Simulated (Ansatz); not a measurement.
Here is the system:

HfBN:
```cif
data_B2Hf2N2
_chemical_formula_sum 'Hf2 B2 N2'
_space_group_name_H-M_alt 'P 1'
_space_group_IT_number 1
_cell_length_a 3.16329
_cell_length_b 3.16329
_cell_length_c 6.86261
_cell_angle_alpha 90.000
_cell_angle_beta 90.000
_cell_angle_gamma 120.000
loop_
_space_group_symop_operation_xyz
  'x, y, z'
loop_
_atom_site_label
_atom_site_type_symbol
_atom_site_fract_x
_atom_site_fract_y
_atom_site_fract_z
_atom_site_occupancy
Hf1 Hf 0.00000 0.00000 0.00000 1
B1 B 0.33333 0.66667 0.25000 1
N1 N 0.66667 0.33333 0.25000 1
Hf2 Hf 0.00000 0.00000 0.50000 1
N2 N 0.33333 0.66667 0.75000 1
B2 B 0.66667 0.33333 0.75000 1
```

This is the r²SCAN-relaxed structure.

Problem. All from the program Ansatz at the r²SCAN level (PAW), unless another level is named. Estimate the electronic character.

Solution. metallic (no gap).

Problem. Predict the formation energy from the elements (no fitted shifts).

Solution. 0.17 eV/atom.

Problem. Next, the density of states at the Fermi level?

Solution. 0.33 states/eV per atom (mean over ±0.08 eV).

Problem. And the gap with spin–orbit coupling?

Solution. none (metallic).

Space group P6_3/mmc. The start of the workflow was typed in or built on a structure type; neither database checked (COD, Materials Project) lists it. Whether it is the stable phase at ambient conditions was not checked. The cell was relaxed with r²SCAN under the symmetry of its start; whether a distortion lowers the energy is not shown. No spin polarisation was allowed. The volume moved by 21 % from the start of the relaxation. Its formation energy is positive at this level, so the cell may be metastable or incomplete. The references are the lowest solids computed at this level, not always the standard phases (solids in place of the gases). Scalar-relativistic: spin–orbit coupling is off unless named, which matters more the heavier the elements.

Potentials: the earlier of the program's two PAW sets.
